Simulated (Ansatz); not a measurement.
Ge in space group I4/mmm (No. 139; Ge on 8h) at seven volumes, plane-wave PAW r²SCAN (Ansatz code), shape and atoms relaxed at each. One row is withheld.

```tsv
V (Å³/atom)	P (GPa)
22.017	?
22.743	4.63
23.469	2.12
24.195	0.00
24.921	-1.78
25.646	-3.27
26.372	-4.53
```

Q: Fit the shown pressures and predict the withheld one.

A: P = (3/2)B₀(x^(7/2) − x^(5/2))[1 + (3/4)(B′ − 4)(x − 1)] with x = (V₀/V)^(2/3). Least squares on the six rows gives V₀ = 24.196 Å³/atom, B₀ = 64.5 GPa, B′ = 4.76. At V = 22.017, x = 1.0649 and P = 7.62 GPa. The run itself gave 7.60 GPa.

The start of the workflow was typed in or built on a structure type; neither database checked (COD, Materials Project) lists it. It is not the phase usual at ambient conditions (space group No. 227). The r²SCAN relaxation kept the symmetry of its start; whether a distortion lowers the energy is not shown. The volume moved by 28 % from the start of the relaxation.

Potentials: the later of the program's two PAW sets.
